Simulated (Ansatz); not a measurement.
Ta₂O₅: computed property card

Ta2O5:
```xyz
14
Lattice="6.2108 0.0000 0.0000 0.0000 7.3275 0.0000 0.0000 0.0000 3.7880" Properties=species:S:1:pos:R:3 pbc="T T T"
Ta     4.8165     4.5360     0.0000
Ta     4.4997     0.8723     0.0000
Ta     1.3943     2.7915     0.0000
Ta     1.7111     6.4552     0.0000
O      4.9784     4.8115     1.8940
O      4.3379     1.1478     1.8940
O      1.2324     2.5159     1.8940
O      1.8730     6.1797     1.8940
O      3.1054     3.6637     0.0000
O      5.5248     2.6370     0.0000
O      0.0000     0.0000     0.0000
O      2.4194     1.0267     0.0000
O      3.7914     6.3007     0.0000
O      0.6860     4.6905     0.0000
```

Space group Pbam (No. 55); conventional cell a = 6.2108 Å, b = 7.3275 Å, c = 3.7880 Å, α = 90.00°, β = 90.00°, γ = 90.00°.

Method: r²SCAN in the plane-wave PAW code Ansatz. Geometry: relaxed at this level of theory. Other levels are named where they apply.

**Cell and energy**

```json
{
 "volume_per_atom": "12.31 Å³",
 "density": "8.51 g/cm³",
 "Formation energy from the elements (no fitted shifts)": "-3.04 eV/atom"
}
```

**Electronic structure**

```json
{
  "band_gap": "2.69 eV (direct)",
  "valence_band_maximum": "at Z (k = 0.000, 0.000, 0.500 in fractions of the reciprocal vectors)",
  "conduction_band_minimum": "at Z (k = 0.000, 0.000, 0.500 in fractions of the reciprocal vectors)",
  "hole_effective_mass": "1.1, 2.4, 2.8 mₑ (principal values)",
  "Hole effective mass with spin–orbit coupling": "1.1, 2.4, 2.8 mₑ (principal values)",
  "HSE06 gap on the r²SCAN cell": "3.75 eV",
  "Gap with spin–orbit coupling": "2.65 eV"
}
```

**Mechanics**

```json
{
  "Elastic constants (relaxed ions, GPa)": "C11 = 393, C22 = 359, C33 = 445, C12 = 156, C13 = 109, C23 = 49.1, C44 = 59.5, C55 = 78.8, C66 = 76.3",
  "mechanical_stability": "stable (all eigenvalues of C positive)",
  "hill_bulk_and_shear_moduli": "202 and 94.5 GPa",
  "Young's modulus": "245 GPa",
  "Poisson's ratio": "0.30",
  "debye_temperature_from_the_elastic_constants": "480 K"
}
```

**Dielectric response**

```json
{
  "Electronic dielectric constant ε∞ (DFPT)": "5.04 (xx), 4.69 (yy), 6.21 (zz)",
  "Static dielectric constant ε0 (ions relaxed, cell fixed)": "57.4 (xx), 46.2 (yy), 65.2 (zz)",
  "Born charges (a third of the trace)": "Ta +7.74, O -3.21 to -2.88 e"
}
```

**Phonons**

```json
{
  "Highest zone-centre frequency (without LO–TO term)": "877 cm^-1",
  "zone_centre_stability": "no imaginary mode at Γ"
}
```

**Charges**

```json
{
  "bader_charges": "Ta +3.08, O -1.28 to -1.19 e"
}
```

The workflow started from a Materials Project entry (that database holds measured and hypothetical structures alike); the Crystallography Open Database copy checked does not list it. COD files the formula under space group No. 49. Whether it is the stable phase at ambient conditions was not checked. The r²SCAN relaxation kept the symmetry of its start. No spin polarisation was allowed. The references are the lowest solids computed at this level, not always the standard phases (solids in place of the gases). Spin–orbit coupling is left out wherever it is not named.

Potentials: the later of the program's two PAW sets.
